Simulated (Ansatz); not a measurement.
C:
```
C
1.0
   -1.26434     1.26434     4.31012
    1.26434    -1.26434     4.31012
    1.26434     1.26434    -4.31012
C
4
Cartesian
  0.00000   0.00000   3.56701
  1.26434   0.00000   1.41195
  1.26434   0.00000   2.89816
  0.00000   0.00000   5.05322
```

Relaxed with r²SCAN.

Map the electron localisation function on the plane through (0.414, 0.414, 0.000) spanned by u = [1, 1, 0] and v = [1, 0, 1] in lattice vectors, from DFT-r²SCAN in the program Ansatz with PAW potentials.

x is the fraction of u, y of v (the angle between them is 90°; rows are the nearest grid lines); atoms in the plane: C at (0.00, 0.00), C at (0.25, 0.50), C at (0.42, 0.50), C at (0.17, 0.00).
```
|0179970014531000011000000000110000135400|
|0179971026631001122100000000110000135410|
|1379973368752113444310000000110000135531|
|5578865799863345666510000000100000135665|
|6666656899865666667620000000000000025676|
|6654346899756887556630000001000000024666|
|4421125786337997324631000011000000012344|
|2110014652017997101531000011000000001122|
|1000013540017997001431000011000000000011|
|2110014652017997101531000011000000001122|
|4421125786337997323631000011000000012344|
|6654346899756887556630000001000000024666|
|6666656899865666667620000000000000025676|
|5578865799863345666510000000100000135665|
|1379973368752113444310000000110000135531|
|0179971026631001122100000000110000135410|
|0179970014531000011000000000110000135400|
```
Scale: ten equal steps from 0.007 (start of '0') to 0.941 (end of '9'), in the order '0123456789'; x runs from 0.000 to 1.00, y from 0.000 (bottom) to 1.00 (top).

The density is the valence pseudo-density with augmentation charge, so density and ELF within about 1 Å of a nucleus are not all-electron values.

Space group I4_1/amd. The start of the workflow was typed in or built on a structure type; the Crystallography Open Database files this formula in space group No. 141, but the cells were not matched. It is not the phase usual at ambient conditions (space group No. 194, 227). The r²SCAN relaxation kept the symmetry of its start; whether a distortion lowers the energy is not shown.

Potentials: the earlier of the program's two PAW sets.
